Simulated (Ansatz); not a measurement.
The elements of this relaxed trial crystal are hidden behind letters.

```
lattice vectors (Å)
  -2.8102    2.8102    5.6101
   2.8102   -2.8102    5.6101
   2.8102    2.8102   -5.6101
fractional positions
X 0.5000 0.5000 0.0000
Z 0.7500 0.2500 0.5000
Z 0.0000 0.0000 0.0000
Z 0.2500 0.7500 0.5000
Q 0.1067 0.6330 0.0000
Q 0.3670 0.3670 0.4738
Q 0.6330 0.1067 0.0000
Q 0.8933 0.8933 0.5262
```

The calculation used DFT PBE, scalar-relativistic, plane waves, PAW in Ansatz 0.2.0. The final run on the 8-atom cell used 420 eV, a Γ-centred 8×8×8 mesh, 0.02 eV smearing and no spin polarisation.

```
Space group                              : I-42m (No. 121)
Conventional cell                        : a = 5.620 Å, c = 11.220 Å
Volume per atom                          : 22.15 Å³
Density                                  : 4.20 g/cm³
Formation energy                         : −0.373 eV/atom
Gap on the 8×8×8 mesh of the 8-atom cell : 1.16 eV
```

Energies are uncorrected and count from the elements' standard states at the same level.

Problem. X is a p-block element of period 5, Z is a p-block element of period 4 and Q is a p-block element of period 3. Which elements are they?

Solution. X = In, Z = Ga, Q = P, so the formula is InGa3P4. Density times volume gives a mean mass of 4.20 × 22.15/1.6605 = 56.0 u per atom, and this set has 56.0 u. In is surrounded by 4 P at 2.55 Å; around Ga on a site of symmetry -4 lie 4 P at 2.40 Å; P has 3 Ga at 2.38–2.40 Å and 1 In at 2.55 Å; 1 more site not described. Other sets within the hints have nearly the same mass, so mass alone doesn't settle it; this one was computed.

Kohn–Sham gaps at this level usually fall short of measured ones. A structure relaxed within its symmetry needn't be a true minimum.
